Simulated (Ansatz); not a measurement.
KCl (rock salt)

```cif
data_Cl4K4
_chemical_formula_sum 'Cl4 K4'
_space_group_name_H-M_alt 'Fm-3m'
_space_group_IT_number 225
_space_group_name_Hall '-F 4 2 3'
_cell_length_a 6.38117
_cell_length_b 6.38117
_cell_length_c 6.38117
_cell_angle_alpha 90.000
_cell_angle_beta 90.000
_cell_angle_gamma 90.000
loop_
_atom_site_label
_atom_site_type_symbol
_atom_site_symmetry_multiplicity
_atom_site_Wyckoff_symbol
_atom_site_fract_x
_atom_site_fract_y
_atom_site_fract_z
_atom_site_occupancy
Cl1 Cl 4 a 0.00000 0.00000 0.00000 1
K1 K 4 b 0.50000 0.50000 0.50000 1
```
(The calculation used a cell of 2 atoms; values per cell refer to that cell.)

This relaxed cell (volume V₀) is scaled evenly in all directions, its shape held. Symmetry pins the atoms to their sites.

Calculation: PBE (plane waves to 420 eV, PAW, scalar-relativistic; Ansatz, a quantum-chemistry and plane-wave program). k mesh 9×9×9 (Γ-centred), Fermi-Dirac smearing 0.05 eV. Energies are smeared free energies. KCl was relaxed with its symmetry unable to fall. The zero of ΔE is the relaxed starting cell.

Estimate the ΔE (meV/atom) for V/V₀ = 0.900, 0.925, 0.950, 1.075, 1.100.


```tsv
V/V₀	ΔE (meV/atom)
0.900	20.3
0.925	10.8
0.950	4.6
1.075	8.0
1.100	13.6
```

(Under strain, the slope of the energy per volume gives the stress and its curvature an elastic modulus.)
